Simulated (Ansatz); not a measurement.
Geometry optimisation in Ansatz: input, command and trajectory.

```yaml
crystal:
  lattice:
    - [-3.1487070898, 3.1487070898, 6.2950643841]
    - [3.1487070898, -3.1487070898, 6.2950643841]
    - [3.1487070898, 3.1487070898, -6.2950643841]
  atoms:
    - { symbol: Ge, position: [0.0, 0.0, 0.0] }
    - { symbol: Sb, position: [0.5, 0.5, 0.0] }
    - { symbol: Sb, position: [0.25, 0.75, 0.5] }
    - { symbol: Te, position: [0.4978515364, -0.0021484636, 0.5] }
    - { symbol: Te, position: [0.2474952052, 0.2474952052, 0.0] }
    - { symbol: Te, position: [1.0021484636, 0.5021484636, 0.5] }
    - { symbol: Te, position: [0.7525047948, 0.7525047948, 0.0] }
basis:
  ecutwfc: 420
kpoints:
  mp_grid: { grid: [8, 8, 8] }
hamiltonian:
  xc: pbe
scf:
  occupations: { method: gaussian, width: 0.1 }
output:
  forces: true
  stress: true
  eigenvalues: true
relax:
  adjacent_minimum: "off"
  f_tol: 0.01
  max_steps: 30
  cell: { stress_tol: 0.1, fix: [volume] }
```

```bash
ansatz run input.yaml --threads 2 --pin off --max-ram 5120MiB --backend cpu --events-out ev --progress --plain --runs-dir out
```

Method: DFT PBE, scalar-relativistic, plane waves, PAW (Ansatz).

The volume is held at 1.1 times that of the relaxed cell.

Of 4 frames 3 are shown, positions in Å and forces in eV/Å; the SCF threshold varies from step to step. Steps run on the plane waves of an earlier cell, with a Pulay correction in the pressure. The basis is chosen afresh for the last frame, the zero of the energies, and at times for earlier ones too; energy and pressure step there, also at an unchanged geometry.

```xyz
7
Lattice="-3.1487 3.1487 6.2951 3.1487 -3.1487 6.2951 3.1487 3.1487 -6.2951" Properties=species:S:1:pos:R:3:forces:R:3 pbc="T T T" step=1 free_energy_over_end_meV_per_atom=0.89 pressure_GPa=-3.23
Ge    0.0000    0.0000    0.0000    0.0000    0.0000    0.0000
Sb    0.0000    0.0000    6.2951    0.0000    0.0000    0.0000
Sb    3.1487    0.0000    3.1475    0.0000    0.0000    0.0000
Te    0.0000    3.1487   -0.0270    0.0000    0.0000   -0.1268
Te    0.0000    0.0000    3.1160    0.0000    0.0000    0.0369
Te    0.0000    3.1487    6.3221    0.0000    0.0000    0.1268
Te    0.0000    0.0000    9.4741    0.0000    0.0000   -0.0369
7
Lattice="-3.1451 3.1451 6.3094 3.1451 -3.1451 6.3094 3.1451 3.1451 -6.3094" Properties=species:S:1:pos:R:3:forces:R:3 pbc="T T T" step=2 free_energy_over_end_meV_per_atom=0.32 pressure_GPa=-2.95
Ge    0.0000    0.0000    0.0000    0.0000    0.0000    0.0000
Sb    0.0000    0.0000    6.3094    0.0000    0.0000    0.0000
Sb    3.1451    0.0000    3.1547    0.0000    0.0000    0.0000
Te    0.0000    3.1451   -0.0897    0.0000    0.0000    0.0879
Te    0.0000    0.0000    3.1318    0.0000    0.0000    0.0124
Te    0.0000    3.1451    6.3991    0.0000    0.0000   -0.0879
Te    0.0000    0.0000    9.4870    0.0000    0.0000   -0.0124
7
Lattice="-3.1429 3.1429 6.3185 3.1429 -3.1429 6.3185 3.1429 3.1429 -6.3185" Properties=species:S:1:pos:R:3:forces:R:3 pbc="T T T" step=4 free_energy_over_end_meV_per_atom=0.00 pressure_GPa=-3.04
Ge    0.0000    0.0000    0.0000    0.0000    0.0000    0.0000
Sb    0.0000    0.0000    6.3185    0.0000    0.0000    0.0000
Sb    3.1429    0.0000    3.1593    0.0000    0.0000    0.0000
Te    0.0000    3.1429   -0.0715    0.0000    0.0000   -0.0023
Te    0.0000    0.0000    3.1405    0.0000    0.0000    0.0048
Te    0.0000    3.1429    6.3901    0.0000    0.0000    0.0023
Te    0.0000    0.0000    9.4966    0.0000    0.0000   -0.0048
```

The run took 2.9 min on 2 threads of Arm Neoverse V2, with other jobs on the host, peak memory 1 GiB.